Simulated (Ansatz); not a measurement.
AlZnNO:
```cif
data_AlNOZn
_chemical_formula_sum 'Al1 Zn1 O1 N1'
_space_group_name_H-M_alt 'P3m1'
_space_group_IT_number 156
_space_group_name_Hall 'P 3 -2"'
_cell_length_a 3.13850
_cell_length_b 3.13850
_cell_length_c 5.14689
_cell_angle_alpha 90.000
_cell_angle_beta 90.000
_cell_angle_gamma 120.000
loop_
_atom_site_label
_atom_site_type_symbol
_atom_site_symmetry_multiplicity
_atom_site_Wyckoff_symbol
_atom_site_fract_x
_atom_site_fract_y
_atom_site_fract_z
_atom_site_occupancy
Al1 Al 1 b 0.33333 0.66667 0.50483 1
Zn1 Zn 1 c 0.66667 0.33333 0.98733 1
O1 O 1 b 0.33333 0.66667 0.15103 1
N1 N 1 c 0.66667 0.33333 0.60680 1
```

Relaxed with PBEsol.

Task: Decompose the optical modes at the zone centre into irreducible representations, and say which are infrared and Raman allowed.

Result: Point group 3m: Γ_opt = 3A1 + 3E. Infrared: A1, E. Raman: A1, E.

Task: Assign frequencies (DFPT, plane-wave PAW PBEsol (Ansatz code); without the LO–TO term).

Result: E 146, A1 362, E 375, A1 601, A1 658, E 669 cm⁻¹.

The start of the workflow was typed in or built on a structure type; neither database checked (COD, Materials Project) lists it. Its standing as an ambient phase is unchecked. The cell was relaxed with PBEsol under the symmetry of its start; whether a distortion lowers the energy is not shown.

Potentials: the earlier of the program's two PAW sets. The files were generated under PBE; for other functionals the program regenerates the frozen cores, and for LDA and PBEsol the local potential too.
